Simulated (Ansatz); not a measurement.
# CsLiWO$_{4}$: computed property card

CsLiWO4:
```
CsLiWO4
1.0
   -2.95008     2.95008     4.07989
    2.95008    -2.95008     4.07989
    2.95008     2.95008    -4.07989
Cs Li W O
1 1 1 4
Direct
  0.00000   0.00000   0.00000
  0.75000   0.25000   0.50000
  0.50000   0.50000   0.00000
  0.60931   0.44872   0.30965
  0.55128   0.86093   0.16059
  0.13907   0.29966   0.69035
  0.70034   0.39069   0.83941
```

Space group I-4 (No. 82); conventional cell a = b = 5.900 Å, c = 8.160 Å, α = β = γ = 90.00°.

Method: plane-wave PAW PBEsol (Ansatz code). Structure relaxed to zero pressure with the same functional. Other levels are named where they apply.

Cell and energy:

| Property | Value |
|---|---|
| Volume per atom | 20.29 Å³ |
| Density | 4.53 g/cm³ |
| Formation energy from the elements (no fitted shifts) | -2.25 eV/atom |

Electronic structure:

| Property | Result |
|---|---|
| Band gap | 4.85 eV (direct) |
| Valence-band maximum | at Γ |
| Conduction-band minimum | at Γ |
| Electron effective mass | 0.56, 0.56, 0.63 mₑ (principal values) |
| Electron effective mass with spin–orbit coupling | 0.56, 0.56, 0.63 mₑ (principal values) |
| Hole effective mass, band 1 of 2 at the edge | 5.3 along x (mₑ) |
| Hole effective mass, band 2 of 2 at the edge | 2.0 along x (mₑ) |
| HSE06 gap on the PBEsol cell | 6.34 eV |
| Gap with spin–orbit coupling | 4.84 eV |

Mechanics:

| Property | Result |
|---|---|
| Bulk modulus (Birch–Murnaghan fit) | 23.2 GPa |
| Pressure derivative B′ | 4.6 |
| Elastic constants (relaxed ions, GPa) | C11 = 48.5, C12 = 13.6, C13 = 15.6, C33 = 29.1, C44 = 3.2, C66 = 14.5, C16 = 3.1 |
| Mechanical stability | stable (all eigenvalues of C positive) |
| Hill bulk and shear moduli | 23.4 and 7.7 GPa |
| Young's modulus | 20.8 GPa |
| Poisson's ratio | 0.35 |
| Debye temperature from the elastic constants | 160 K |
| Piezoelectric stress constants (proper, relaxed ions, C/m²) | e14 = e25 = -0.05, e15 = -0.18, e24 = 0.18, e31 = -0.23, e32 = 0.23, e36 = -0.20 |

Dielectric response:

| Property | Value |
|---|---|
| Electronic dielectric constant ε∞ (DFPT) | 2.59 (xx = yy), 2.60 (zz) |
| Born charges (a third of the trace) | Cs +1.35, Li +1.29, W +3.17, O -1.45 e |

Charges:

| Item | Result |
|---|---|
| Bader charges | Cs +0.88, Li +0.89, W +2.76, O -1.13 e |

The first step of the workflow began from a Materials Project structure, measured or hypothetical; the Crystallography Open Database copy checked does not list it. Its standing as an ambient phase is unchecked. The PBEsol relaxation kept the symmetry of its start; whether a distortion lowers the energy is not shown. The run is not spin-polarised. No Hubbard U is applied. Signs of piezoelectric constants follow the polarity of the cell as given. The references are the lowest solids computed at this level, not always the standard phases (solids in place of the gases). Scalar-relativistic: spin–orbit coupling is off unless named, which matters more the heavier the elements.

Potentials: the later of the program's two PAW sets.
